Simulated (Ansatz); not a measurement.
Here is the system:

LiNbO3:
```xyz
10
Lattice="2.6043 1.5036 4.7388 -2.6043 1.5036 4.7388 0.0000 -3.0072 4.7388" Properties=species:S:1:pos:R:3 pbc="T T T"
Li     0.0000     0.0000     5.0713
Li     0.0000     0.0000     9.1451
Nb     0.0000     0.0000     2.0431
Nb     0.0000     0.0000    12.1733
O     -0.9016    -1.7063     8.2140
O      0.9016     1.7063     6.0024
O     -1.0269     1.6340     8.2140
O      1.0269    -1.6340     6.0024
O      1.9285     0.0723     8.2140
O     -1.9285    -0.0723     6.0024
```

This is the r²SCAN-relaxed structure.

**Question.** All from plane-wave PAW r²SCAN (Ansatz code), unless another level is named. Give the HSE06 gap on the r²SCAN cell.

**Answer.** 5.50 eV.

**Question.** What about the hole effective mass?

**Answer.** 1.0, 2.2, 3.9 mₑ (principal values).

**Question.** Predict the band gap.

**Answer.** 4.42 eV (smallest direct gap 4.43 eV).

Space group R-3. The workflow started from a Materials Project entry (that database holds measured and hypothetical structures alike); the Crystallography Open Database files this formula in space group No. 148, but the cells were not matched. It is not the phase usual at ambient conditions (space group No. 161). The cell was relaxed with r²SCAN under the symmetry of its start; its stability against distortions is not shown here. No spin polarisation was allowed. Scalar-relativistic: spin–orbit coupling is off unless named, which matters more the heavier the elements.

Potentials: the earlier of the program's two PAW sets. The files were generated under PBE; for other functionals the program regenerates the frozen cores, and for LDA and PBEsol the local potential too.
